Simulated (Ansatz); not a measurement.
An Ansatz input:

```yaml
crystal:
  lattice:
    - [-4.601481784, 4.7802874024, 0.7905604765]
    - [4.7802874024, -4.601481784, 0.7905604765]
    - [2.0473695582, 2.0473695582, -0.4630776589]
  atoms:
    - { symbol: B, position: [0.0889931286, 0.9110068714, 0.0] }
    - { symbol: B, position: [0.6610068714, 0.3389931286, 0.5] }
hamiltonian:
  xc: blyp
  pseudopotentials:
    kind: paw
    azcp:
      B: "pseudopotentials/B.paw.azcp"
basis:
  ecutwfc: 420
  fft_grid_basis: typed
kpoints:
  mp_grid: { grid: [32, 32, 18], shift: [0, 0, 0] }
magnetization:
  spin_polarized: false
scf:
  occupations: { method: fermi_dirac, width: 0.1 }
```

Output

```
Warning: crystal.lattice, of which some number shows no typed digit to judge by, misses the space group found at crystal.symmetry.tolerance 1.0e-5 by more than rounding, which is why this is a warning: the operation that it misses by the most changes a squared length by the fraction 8.28e-6, and from 1e-6 on that is taken for a strain and not for rounding. The run uses the lattice that is a stretch of the typed one, with no rotation, onto the one that keeps every operation to a double's rounding (on a very oblique basis the stretch itself rounds by more); the deck's lattice vector that moved farthest moved by 6.07e-6 Å. To run the lattice as typed, set crystal.symmetry.tolerance under 8.27e-6, the least fraction by which an operation that the lattice misses changes a squared length (the same key also sets how far an atom may lie from its image, so lowering it can lose operations that the atoms keep only within it), or set crystal.symmetry.detect: false (a key that needs symmetry detection or time reversal refuses this as the deck is read). crystal.lattice made exact, in Å and degrees: [[-4.601480627340519, 4.780288559059481, 0.7905602148899247], [4.780288559059481, -4.601480627340519, 0.7905602148899247], [2.047370235719057, 2.047370235719057, -0.46307166793469295]]. Pasted over the deck's crystal.lattice, beside positions in fractional coordinates, it runs the same cell (given as lengths and angles, that cell in the form's own orientation, a rigid turn of the misfit's size from the one run here, for which a checkpoint.post_process_only pass over this run's state can be refused: where this run relaxes nothing, give such a pass this deck's own crystal.lattice, as typed; behind a relaxation, as crystal.lattice, the state's own cell, identity.cell in its checkpoint.json), and a matrix so pasted ends this notice, except on a very skew basis of the lattice, where the rounding of the pasted numbers themselves can read as a misfit: the cell is then moved again, and that move is told again. The lattice as run is in this notice's lattice.as_run_ang field (Run.prep()["deck_notices"] in Python, the deck_notice line of an events file, deck_notices of ansatz run --dry-run=json, or deck_notices in record.json in the deck's checkpoint.write directory).
Engine: ansatz 0.2.0, aarch64-unknown-linux-gnu
Pseudopotentials: kind: paw
Pseudopotential: B, paw, valence charge 3, recommended cutoff 420 eV (normal) 
Functional definition: BLYP
  parameter beta = 0.0042
  parameter a = 0.04918
  parameter b = 0.132
  parameter c = 0.2533
  parameter d = 0.349
  exchange = b88_x(beta = beta)
  correlation = lyp_c(a = a, b = b, c = c, d = d)
Crystal: 2 atoms, lattice volume = 31.147 Å³
Basis set: ecut = 420 eV, 617 PW (Γ), exchange–correlation on 90×90×40 points (8 copies of the dense FFT grid, shifted against one another)
Bands: 7, of which v1, the nominal top of the filled ones, is band 3 counted from 1 (2 counted from 0)
Symmetry: 8 space group operations
Space group: Cmcm (ITA 63), of the structure as read, at distance tolerance 3.1e-5 Å
k-points: 2730 of 18432
Non-local potential: B, projectors of the file, l = 0: 2, l = 1: 2, l = 2: 1
PAW form: soft (Blöchl's): semilocal exchange-correlation on the pseudo side does not see the compensation charge
PAW frozen core: B, regenerated for the run's functional, and the local potential with it (the file was generated under x = pbe(κ = 0.804, μ = 0.2195149727645171), c = pbe(β = 0.06672455060314922))
PAW one-centre angular grid: B, 110 points (default); XC on 64 Gauss nodes
Initial density: superposition of atomic densities (neutral atoms: chi_scale 0, normalization atom), corrected by the library's trained network
Initial wavefunctions: pseudopotential atomic-orbital guess
Functional: x = b88, c = lyp
SCF iter   1: F=—  HF=-311.841528 eV  |F-HF|=—  |Δ(HF+E_count)|=         —  Δρ=1.06e-2  dr2=7.82e-2  ethr=1.77e-3  ⟨swp⟩=6.3  Hψ=160921  notcnv=0
SCF iter   2: F=—  HF=-311.818995 eV  |F-HF|=—  |Δ(HF+E_count)|=   2.25e-2  Δρ=5.87e-3  dr2=1.56e-2  ethr=1.30e-3  ⟨swp⟩=2.8  Hψ=57217  notcnv=0  defer=568
SCF iter   3: F=—  HF=-311.813913 eV  |F-HF|=—  |Δ(HF+E_count)|=   5.08e-3  Δρ=5.22e-4  dr2=1.46e-4  ethr=2.61e-4  ⟨swp⟩=2.2  Hψ=34586  notcnv=0  defer=568
SCF iter   4: F=—  HF=-311.813936 eV  |F-HF|=—  |Δ(HF+E_count)|=   2.39e-5  Δρ=6.34e-5  dr2=1.18e-6  ethr=2.43e-6  ⟨swp⟩=2.3  Hψ=31583  notcnv=0  defer=568
SCF iter   5: F=—  HF=-311.813924 eV  |F-HF|=—  |Δ(HF+E_count)|=   1.21e-5  Δρ=7.13e-6  dr2=1.71e-8  ethr=1.97e-8  ⟨swp⟩=2.3  Hψ=27221  notcnv=0  defer=568
SCF iter   6: F=-311.813924 eV  HF=-311.813924 eV  |F-HF|=2.18e-10  |Δ(HF+E_count)|=   1.32e-8  Δρ=6.26e-7  dr2=1.17e-10  ethr=2.85e-10  ⟨swp⟩=1.0  Hψ=54963  notcnv=0
SCF 1 converged in 6 iterations: F = -311.813924 eV  dr2 = 1.17e-10
SCF converged after 6 iterations
Free energy (F): -311.813924 eV
Harris-Foulkes:  -311.813924 eV  (|F-HF|=2.18e-10)
Internal energy: -311.802526 eV  (E = F + TS)
E sigma→0 (E₀):  -311.808225 eV
Entropy (-TS):   -0.011398 eV (-5.699 meV/atom)
Fermi energy:    2.019089 eV
--- Per-component energies (eV) ---
  E_band       = -28.016994
  E_kinetic    = 96.944336
  E_local      = -359.070170  (includes V_loc(G=0)·N_el)
  E_nonlocal   = 24.826379
  E_hartree    = 143.937780
  E_xc         = -61.579807
  E_vxc        = -72.531567  (∫ρ·V_xc dr)
  E_paw        = -160.228998  (= ΣΔE_a)
  E_vpaw       = -6.061331  (= ΣTr[D̂ρ^β])
  E_aug_tail   = -0.000007  (compensation charges beyond the density's cutoff)
  E_ewald      = 3.366433
  E_core_change = 0.001528  (= ΣΔE_core)
  E_smearing   = -0.011398  (= −TS)
  E_closure    = 0.000000  (closes the sum)
  Σ components = -311.813924   (vs F -311.813924, Δ=0.00e0)
```
